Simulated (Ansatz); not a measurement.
Q: Each is relaxed and computed with PBEsol in the plane-wave PAW code Ansatz. Which is the only metal?
(A) B4C, Cm (Pearson symbol mS30)
(B) Mg2C, anti-fluorite
(C) SiC, Pnma (Si on 4c, C on 4c)
(D) Ti2C, R-3m (Ti on 6c, C on 3b)

A: D, Ti2C, R-3m (Ti on 6c, C on 3b). Ti2C: metal; B4C: gap 2.82 eV (indirect); SiC: gap 2.49 eV (indirect); Mg2C: gap 0.69 eV (indirect). Constructed cells (a structure type filled with these elements, in neither database checked): Mg2C, anti-fluorite. Typed or built starts, not in the databases checked: SiC, Pnma (Si on 4c, C on 4c). Not the usual ambient phase: SiC, Pnma (Si on 4c, C on 4c). Standing as an ambient phase not checked: Ti2C, R-3m (Ti on 6c, C on 3b); B4C, Cm (Pearson symbol mS30). All cells were relaxed under the symmetry of their starts (and spin orders); stability against distortions was not tested throughout. Rows with no word on spin ran without spin polarisation.

Potentials: the later of the program's two PAW sets.
